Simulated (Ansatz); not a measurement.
SiGe:
```xyz
2
Lattice="3.5954 0.0000 0.0000 -1.7977 3.1137 0.0000 0.0000 0.0000 3.2803" Properties=species:S:1:pos:R:3 pbc="T T T"
Ge     0.0000     0.0000     0.0000
Si     1.7977     1.0379     1.6402
```

Relaxed with PBE. Special points in fractions of this cell's reciprocal vectors: Γ (0.000, 0.000, 0.000); M (0.500, 0.000, 0.000); K (0.333, 0.333, 0.000); A (0.000, 0.000, 0.500); L (0.500, 0.000, 0.500); H (0.333, 0.333, 0.500).

Problem. List the band energies nearest the Fermi level at these points for the program Ansatz at the PBE level (PAW).

Solution. In eV from the Fermi level; about four levels below and three above (degenerate sets whole), none deeper than 8.9 eV; points with the same levels are listed once.

```csv
k,below,above
Γ,-0.45,0.11 0.11 0.20
M,-8.22 -2.09,0.45 2.05 4.27
K,-8.49 -5.14,3.26 3.28 5.16
A,–,3.04 3.04 3.19 3.19
L,-7.33 -6.44 -4.71 -4.48,1.17 1.38 3.84
H,-4.72 -4.65 -1.79 -1.57,8.75 9.54 10.49
```

Space group P-6m2. A made-up cell: these elements were put on the sites of a structure type; neither database checked (COD, Materials Project) lists it. Whether it is the stable phase at ambient conditions was not checked. The cell was relaxed with PBE under the symmetry of its start; whether a distortion lowers the energy is not shown. Scalar-relativistic: spin–orbit coupling is off unless named, which matters more the heavier the elements.

Potentials: the later of the program's two PAW sets.
